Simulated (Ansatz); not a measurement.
The end point of a relaxation of Bi. Space group R-3m (No. 166), AFLOW prototype A_hR2_166_c (A7, as in As). Method: r2SCAN (plane waves to 500 eV, PAW, scalar-relativistic; Ansatz, an electronic-structure program).

```cif
data_Bi2
_chemical_formula_sum 'Bi2'
_space_group_name_H-M_alt 'P 1'
_space_group_IT_number 1
_cell_length_a 4.88914
_cell_length_b 4.88914
_cell_length_c 4.88914
_cell_angle_alpha 55.235
_cell_angle_beta 55.235
_cell_angle_gamma 55.235
loop_
_space_group_symop_operation_xyz
  'x, y, z'
loop_
_atom_site_label
_atom_site_type_symbol
_atom_site_fract_x
_atom_site_fract_y
_atom_site_fract_z
_atom_site_occupancy
Bi1 Bi 0.73154 0.73154 0.73154 1
Bi2 Bi 0.26846 0.26846 0.26846 1
```

| Property | Value |
|---|---|
| Volume per atom | 36.74 Å³ |
| Band gap | zero (metallic) |
| Shortest distances | Bi–Bi 3.07 Å |
| k-mesh | 12×12×12 |

Band energies at high-symmetry points (eV from the Fermi level; labels of this space group; no spin-orbit coupling), from −5 eV up to 5.0 eV:

```
point                           energies
-----  ---------------------------------
Γ       -1.79 -1.26 -1.26 2.28 2.86 2.86
T       -0.79 -0.73 -0.73 0.94 0.94 0.96
H2                -4.16 -4.00 -0.80 0.96
H0                -4.16 -4.00 -0.80 0.96
L      -1.83 -1.50 -0.42 -0.11 0.61 1.30
S0           -4.40 -2.60 -2.59 2.77 3.02
S2           -4.40 -2.60 -2.59 2.77 3.02
F            -4.69 -3.16 -2.91 2.47 4.81
```

No spin polarisation in the result.

It was reached from a disturbed copy of a Pm-3n (No. 223) cell, against which it lies -0.37 eV/atom.
